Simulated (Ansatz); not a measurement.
## WC: tetragonal deformation path

Computed with DFT r2SCAN, scalar-relativistic, plane waves, PAW in Ansatz. Cutoff 500 eV, Γ-centred 20×20×20 k-points, Gaussian smearing of 0.15 eV. Spin–orbit coupling is left out, which can shift energies with elements as heavy as these. No spin polarisation. Energies are free energies at this smearing, counted from the undisturbed cell; pressure is positive in compression.

The starting cell (as given, not relaxed at this level; it stands at -5.2 GPa; this rock-salt form isn't the usual structure):

```yaml
crystal:
  lattice:
    - [0.00000, 2.19268, 2.19268]
    - [2.19268, 0.00000, 2.19268]
    - [2.19268, 2.19268, 0.00000]
  atoms:
    - { symbol: W, position: [0.00000, 0.00000, 0.00000] }
    - { symbol: C, position: [0.50000, 0.50000, 0.50000] }
```

At fixed volume and fractional coordinates, lengths along (0.000, 0.000, 1.000) are scaled against those across it; ρ is that ratio over its starting value. The cell is metallic on the mesh throughout.

```
    ρ  ΔE (meV/atom) pressure (GPa)
0.707         2229.6            85.4
0.780         1029.8            45.7
0.850          391.8            16.9
1.000            0.0            -5.2
1.200          311.3            18.8
1.300          612.3            41.8
1.414         1040.0            72.6
```